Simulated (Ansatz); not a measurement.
**Rocksalt alloy of MgO and ZnO (18 of 32 Mg sites exchanged), 64 atoms**

Ansatz, PAW, plane waves. PBEsol relaxation of volume and atoms (shape held) at the single k point (¼, ¼, ¼) without its symmetry partners; single points on the relaxed atoms at the Γ point alone, onto which points of the small cell's zone fold. Arrangement: clustered. No spin–orbit coupling unless named.

Relaxed structure:

```xyz
64
Lattice="8.4892 0.0000 0.0000 0.0000 8.4892 0.0000 0.0000 0.0000 8.4892" Properties=species:S:1:pos:R:3 pbc="T T T"
O     2.1118    0.0036    8.4846
O     2.1192    0.0010    4.2415
O     2.1109    4.2442    8.4864
O     2.1125    4.2437    4.2359
O     6.3861    0.0055    8.4880
O     6.3620    0.0035    4.2414
O     6.3878    4.2469    8.4878
O     6.3857    4.2459    4.2394
O     8.4702    2.1248    8.4618
O     8.4716    2.1418    4.2583
O     8.4718    6.3681    8.4841
O     8.4696    6.3450    4.2402
O     4.2559    2.1270    8.4866
O     4.2554    2.1273    4.2417
O     4.2556    6.3707    8.4867
O     4.2551    6.3699    4.2429
O     8.4686    8.4710    2.0992
O     8.4712    0.0005    6.3837
O     8.4717    4.2691    2.1170
O     8.4711    4.2453    6.3617
O     4.2543    0.0056    2.1210
O     4.2554    0.0023    6.3660
O     4.2549    4.2486    2.1185
O     4.2563    4.2497    6.3651
O     2.1175    2.1212    2.1177
O     2.1133    2.1228    6.3589
O     2.1135    6.3724    2.1191
O     2.1111    6.3673    6.3603
O     6.3639    2.1246    2.1206
O     6.3861    2.1232    6.3611
O     6.3853    6.3725    2.1220
O     6.3880    6.3718    6.3624
Mg    0.0106    0.0057    8.4882
Mg    0.0109    4.2443    8.4863
Mg    0.0120    4.2420    4.2367
Mg    6.3592    2.1247    8.4849
Mg    6.3593    2.1230    4.2404
Mg    6.3601    6.3709    8.4860
Mg    6.3588    6.3699    4.2413
Mg    6.3590    0.0042    2.1197
Mg    6.3583    0.0025    6.3644
Mg    6.3586    4.2474    2.1188
Mg    6.3597    4.2465    6.3623
Mg    0.0118    2.1205    6.3581
Mg    0.0109    6.3718    2.1217
Mg    0.0113    6.3708    6.3591
Zn    8.4825    0.0009    4.2412
Zn    4.2429    0.0030    8.4870
Zn    4.2401    0.0037    4.2419
Zn    4.2444    4.2484    8.4854
Zn    4.2454    4.2477    4.2414
Zn    2.1210    2.1243    8.4844
Zn    2.1234    2.1224    4.2371
Zn    2.1201    6.3692    8.4848
Zn    2.1219    6.3679    4.2396
Zn    2.1201    0.0033    2.1197
Zn    2.1216    0.0012    6.3615
Zn    2.1229    4.2470    2.1168
Zn    2.1208    4.2456    6.3617
Zn    8.4827    2.1262    2.1170
Zn    4.2401    2.1262    2.1179
Zn    4.2443    2.1251    6.3639
Zn    4.2456    6.3714    2.1189
Zn    4.2452    6.3698    6.3634
```

(1) What are the mean bond lengths by pair (pairs within 1.2 times the sum of covalent radii, less contacts 15 % beyond the pair's median; cation–cation pairs of compounds aside; long ionic contacts are cut short by that bound)?

(2) What gap lies between the top filled and the lowest empty level in the single points?

## Answers

(1) Mg–O 2.116 ± 0.009 Å (standard deviation, 84 bonds); O–Zn 2.128 ± 0.008 Å (standard deviation, 108 bonds).

(2) HSE06 3.77 eV (2.7 min on 7 threads of Neoverse-V2).
